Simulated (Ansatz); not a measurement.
AgAu$_{3}$ (I4/mmm): electronic heat capacity and spin susceptibility from the density of states

Theory: DFT r2SCAN, scalar-relativistic, plane waves, PAW in Ansatz.

Settings: cutoff 500 eV, Γ-centred mesh 14×14×14 on the computed 4-atom cell, Gaussian smearing of 0.10 eV; no spin polarisation.

Relaxed cell: I4/mmm, a = 4.104 Å, b = 4.104 Å, c = 8.286 Å, α = 90.00°, β = 90.00°, γ = 90.00°, 4 atoms in the primitive cell. Whether it is the stable form of this composition wasn't checked.

The density of states at the Fermi level is 1.076 states/eV in the cell of 4 atoms (1 formula unit; both spins, tetrahedra on a 21×21×21 mesh).

What Sommerfeld coefficient and Pauli susceptibility does this give?

Per formula unit N(E_F) = 1.076 states/eV. γ = (π²/3) k_B² N(E_F) N_A = 2.357 mJ/(mol K²) per state/eV, so γ = 2.5 mJ/(mol K²), a mole of formula units. χ_P = μ_B² N(E_F) N_A = 3.23×10⁻⁵ emu/mol per state/eV gives 3.5×10⁻⁵ emu/mol. This is the bare band result: a measured γ of the same phase is as a rule larger by a factor 1 + λ from phonons and spin fluctuations, the spin part of χ is larger by the Stoner factor, and a measured χ also holds orbital and core terms. N(E_F) at one energy is sensitive to the mesh where the density of states has sharp peaks.

Spin-orbit coupling is left out, which matters for the bands of heavy elements.